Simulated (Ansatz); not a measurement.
Theory: DFT PBE, scalar-relativistic, plane waves, PAW (Ansatz 0.2.0). Settings: cutoff 420 eV, Γ-centred meshes spaced at most about 0.3 Å⁻¹, and about 0.25 Å⁻¹ or finer for metals (2π included), Gaussian smearing. No spin polarisation in the final relaxations.

All energies are static (0 K, no zero-point motion).

Two forms of Si5P were relaxed alike.

A.

```
Si P
1.0
     2.51714   -4.26765    0.00000
     2.51714    4.26765    0.00000
     0.00000    0.00000    4.99790
Si P
5 1
Direct
  0.00000 0.50000 0.50000
  0.50000 0.00000 0.50000
  0.00000 0.50000 0.00000
  0.50000 0.00000 0.00000
  0.50000 0.50000 0.50000
  0.50000 0.50000 0.00000
```

B.

```
Si P
1.0
     0.00000    3.57944    3.57944
     3.57944    0.00000    3.57944
     3.57944    3.57944    0.00000
Si P
5 1
Cartesian
  6.2651 6.2651 6.2651
  4.4732 4.4732 6.2651
  4.4732 6.2651 4.4732
  6.2651 4.4732 4.4732
  3.5794 3.5794 3.5794
  1.7897 1.7897 1.7897
```

Question: Which form is favoured at zero pressure, and by what margin per atom?

Answer: A is lower, by 0.33 eV/atom. A has space group Cmmm (No. 65), 17.9 Å³/atom and no gap on its mesh; B has space group F-43m (No. 216), 15.3 Å³/atom and no gap. Counting Si atoms around P (those within 1.25 times the shortest such distance or 1.15 times the sum of covalent radii, 1.27 where that leaves under three; the shortest distance is added where it exceeds 1.18 times the sum of covalent radii), A has P 6 and B has P 16 from 3.0 Å. A and B both hold Si–Si bonds in all directions. The lower one is the more open, so pressure narrows the difference. Even the lower one lies +0.36 eV/atom against the reference forms of the elements (uncorrected), so neither is stable at this level. Both come from invented guesses. A third cell relaxed alike, in Amm2, lies 222 meV/atom below the lower of the two; the Cmmm cell fell into it when its atoms were moved at random.

A magnetic state wasn't ruled out in cells without spin, among them Cmmm, F-43m. Cells relaxed within their symmetry can be saddle points.
